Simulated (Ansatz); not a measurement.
WSe₂:
```yaml
crystal:
  lattice:
    - [3.32070, 0.00000, 0.00000]
    - [-1.66035, 2.87581, 0.00000]
    - [0.00000, 0.00000, 15.26895]
  atoms:
    - { symbol: W, position: [0.33333, 0.66667, 0.25000] }
    - { symbol: W, position: [0.66667, 0.33333, 0.75000] }
    - { symbol: Se, position: [0.33333, 0.66667, 0.64009] }
    - { symbol: Se, position: [0.66667, 0.33333, 0.14009] }
    - { symbol: Se, position: [0.66667, 0.33333, 0.35991] }
    - { symbol: Se, position: [0.33333, 0.66667, 0.85991] }
```

Relaxed with PBE. Special points in fractions of this cell's reciprocal vectors: Γ (0.000, 0.000, 0.000); M (0.500, 0.000, 0.000); K (0.333, 0.333, 0.000); A (0.000, 0.000, 0.500); L (0.500, 0.000, 0.500); H (0.333, 0.333, 0.500).

Problem. List the band energies nearest the valence-band maximum at these points for PBE (plane waves, PAW; program Ansatz).

Solution. In eV from the valence-band maximum; about four levels below and three above (degenerate sets whole), none deeper than 8.9 eV; points with the same levels are listed once.

| k | below | above |
|---|---|---|
| Γ | -1.26 -1.26 -1.25 -1.25 -0.55 -0.10 | 2.87 2.87 2.88 2.88 |
| M | -1.01 -0.99 -0.98 -0.96 | 2.32 2.33 2.64 |
| K | -2.35 -2.35 -0.04 0.00 | 1.53 1.53 2.65 |
| A | -1.25 -1.25 -1.25 -1.25 -0.28 -0.28 | 2.88 2.88 2.88 2.88 |
| L | -1.00 -1.00 -0.97 -0.97 | 2.33 2.33 2.69 2.69 |
| H | -2.35 -2.35 -0.02 -0.02 | 1.53 1.53 2.79 2.79 |

Space group P6_3/mmc. Symmetry was held in the PBE relaxation. No spin polarisation was allowed. The volume lies over 15 % above that of the usual cell of this phase: another minimum, or an error of the functional. A crystal of weakly bound layers computed without a dispersion correction: the cell and the soft elastic constants depend strongly on that. Scalar-relativistic: spin–orbit coupling is off unless named, which matters more the heavier the elements.

Potentials: the later of the program's two PAW sets.
